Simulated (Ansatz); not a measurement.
ReB₂:
```
ReB2
1.0
    2.88983     0.00000     0.00000
   -1.44491     2.50266     0.00000
    0.00000     0.00000     7.45565
Re B
2 4
Cartesian
  1.44491   0.83422   5.59174
  0.00000   1.66844   1.86391
  1.44491   0.83422   3.36895
  0.00000   1.66844   4.08670
  0.00000   1.66844   7.09677
  1.44491   0.83422   0.35888
```

Relaxed with PBEsol. Special points in fractions of this cell's reciprocal vectors: Γ (0.000, 0.000, 0.000); M (0.500, 0.000, 0.000); K (0.333, 0.333, 0.000); A (0.000, 0.000, 0.500); L (0.500, 0.000, 0.500); H (0.333, 0.333, 0.500).

### Question
List the band energies nearest the Fermi level at these points for PBEsol with spin–orbit coupling (plane waves, PAW; program Ansatz).

### Answer
In eV from the Fermi level; about four levels below and three above (degenerate sets whole), none deeper than 8.9 eV; points with the same levels are listed once.

```csv
k,below,above
Γ,-2.10 -2.10 -2.01 -2.01,0.02 0.02 0.43 0.43
M,-1.71 -1.71 -1.02 -1.02,2.60 2.60 2.79 2.79
K,-2.54 -2.54 -0.87 -0.87,1.91 1.91 2.00 2.00
A,-0.96 -0.96 -0.96 -0.96,3.69 3.69 3.69 3.69
L,-1.48 -1.48 -1.48 -1.48,1.83 1.83 1.83 1.83
H,-2.77 -2.77 -2.75 -2.75,0.53 0.53 0.96 0.96
```

Space group P6_3/mmc. The first step of the workflow began from a Materials Project structure, measured or hypothetical; the Crystallography Open Database files this formula in space group No. 194, but the cells were not matched. Whether it is the stable phase at ambient conditions was not checked. The cell was relaxed with PBEsol under the symmetry of its start; of distortions, only those at the zone centre were tested. The run is not spin-polarised.

Potentials: the later of the program's two PAW sets.
